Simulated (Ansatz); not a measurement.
**Cold compression of Sc (fcc type)**

```
Sc
1.0
     0.00000    2.27793    2.27793
     2.27793    0.00000    2.27793
     2.27793    2.27793    0.00000
Sc
1
Direct
  0.00000 0.00000 0.00000
```

The cell comes from a relaxation on PAW files under the same functional, begun from a prototype that needn't be the stable phase.

Its volume is scaled at fixed shape and fractional positions.

Level of theory: DFT with PBEsol, scalar-relativistic, in Ansatz 0.2.0; a Γ-centred 14×14×14 k mesh, Fermi–Dirac smearing of 0.08 eV, no spin polarisation. LAPW: all electrons, basis error target 1 meV/atom; PAW: frozen-core files, cutoff 420 eV; crystal datasets: all electrons, by PAW datasets that the program makes for each cell; norm-conserving: pseudopotentials, cutoff 1061 eV; PAW (cutoff 250 eV): frozen-core files, cutoff 250 eV.

Energies are extrapolated to zero smearing and count from the unscaled cell; pressure is positive in compression; gaps take the mesh and a band path. No temperature or zero-point motion is included.

The PAW files were made under PBE. The structure type is held throughout; the real material can change phase at far lower pressure.

```csv
V/V0,V (Å³/atom),P LAPW (GPa),ΔE LAPW (eV/atom),P PAW − LAPW (GPa),ΔE PAW − LAPW (meV/atom)
1.00,23.64,0.02,0.000,0.00,0.0
0.90,21.28,6.67,0.043,0.01,0.0
0.80,18.91,16.94,0.209,0.01,0.2
0.70,16.55,33.0,0.567,0.03,0.5
0.60,14.18,58.8,1.228,0.07,1.1
0.50,11.82,?,2.378,0.15,2.7
0.40,9.46,172.5,4.329,0.25,5.6
```

(1) Fill in "P LAPW (GPa)" for the row "0.50".

(2) Fit the Vinet equation to the LAPW pressures over the whole range, with residuals weighted by 1/(|P| + 0.03·Pmax).

(3) From the table, what is the rise of the enthalpy H = E + pV up to the last row, and how stiff is the crystal between the last two rows?

(4) At the smallest volume, how far do crystal datasets and norm-conserving and PAW (cutoff 250 eV) lie from LAPW in pressure?

(5) How do the Löwdin populations by LAPW change from the unscaled cell to the last row?

## Answers

(1) 100.2.

(2) V0 = 23.64 Å³/atom, B0 = 55.4 GPa and B0′ = 2.96, and the fit misses no point by more than 1.9 GPa. A fit over so wide a range pins B0 less well than one near rest.

(3) ΔH = 4.329 eV + (172.5 GPa × 9.46 Å³ − 0.02 GPa × 23.64 Å³) × 0.006242 eV/(GPa·Å³) = 14.51 eV/atom, of which pV makes 70 %. The mean bulk modulus there is −ΔP/Δln V = 324 GPa.

(4) crystal datasets: 0.00 GPa; norm-conserving: -1.00 GPa; PAW (cutoff 250 eV): -0.81 GPa, on a LAPW pressure of 172.5 GPa.

(5) Sc 3s 1.97 → 1.85, Sc 4s 0.94 → 0.39, Sc 3p 5.99 → 5.82, Sc 3d 1.98 → 2.92 electrons an atom. These are projections on the shells that the free atoms fill; 0.12 e a cell lies outside them at the start and 0.03 e at the end.
